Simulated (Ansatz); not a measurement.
CuNi3N (anti-perovskite, Pm-3m) under volume change, plane-wave PAW HSE06 (Ansatz code), scaled uniformly.

```csv
V (Å³/atom),E − E(relaxed) (meV/atom),P (GPa)
9.288,(withheld),(withheld)
9.594,29.5,13.93
9.900,10.9,5.82
10.206,0.0,-0.01
10.513,5.8,-5.81
10.819,(withheld),(withheld)
11.125,43.4,-13.73
```

Q: Complete the blanks.

A: 
- 9.288, E − E(relaxed) (meV/atom): 65.1
- 9.288, P (GPa): 23.53
- 10.819, E − E(relaxed) (meV/atom): 21.6
- 10.819, P (GPa): -10.67

Q: What does a third-order Birch–Murnaghan fit give for V₀, B₀ and B′?

A: V₀ = 10.18 Å³/atom, B₀ = 199 GPa, B′ = 5.4.

The first step of the workflow began from a Materials Project structure, measured or hypothetical; the Crystallography Open Database copy checked does not list it. Whether it is the stable phase at ambient conditions was not checked. The cell was relaxed with HSE06 under the symmetry of its start; its stability against distortions is not shown here. Magnetic state: ferromagnetic, the only order run, not a proven ground state. Other orbital occupations within this spin state were not tried. The hybrid run found no gap, on a coarse k-mesh.

Potentials: the later of the program's two PAW sets.
